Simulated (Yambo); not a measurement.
**Convergence of the G0W0 gap of Ba2MgWO6**

G0W0@PBEsol for Ba₂MgWO₆ (space group Fm-3m, No. 225) in Yambo. Reference settings: 2×2×2 Γ-centred k mesh, bands 3 to 214 and a 7 Ry block in the screening, 214 bands in G with the Bruneval-Gonze terminator, plasmon pole fitted at 27.2 eV. The PBEsol gap Γ → X on this mesh is 2.73 eV; G0W0 gaps are taken between the same points.

```
change from the reference     G0W0 gap Γ → X (eV)  shift of the valence edge (eV)        rough Yambo cost
----------------------------  -------------------  ------------------------------  ----------------------
reference settings                           4.45                           -0.46                       1
91 bands in G                                4.50                           -0.40                       –
wavefunctions cut at 25 Ry                   4.43                           -0.41  within a factor of two
no point-group symmetry                      4.46                           -0.49                about 2×
91 bands in G, no terminator                 4.68                            0.29                       –
no terminator                                4.51                           -0.23                       –
```

The reference isn't shown to be the converged limit. Costs are rough (shared machines), scaled to the same edge states, and given only for runs that recompute the screening.

Without spin-orbit coupling, band edges of such heavy elements can be off by tenths of an eV.

Geometry of the Materials Project entry, not relaxed at this level; primitive cell a = 5.824 Å, b = 5.824 Å, c = 5.824 Å, α = 60.00°, β = 60.00°, γ = 60.00°.

A shift is the quasiparticle energy of the state minus its PBEsol energy.
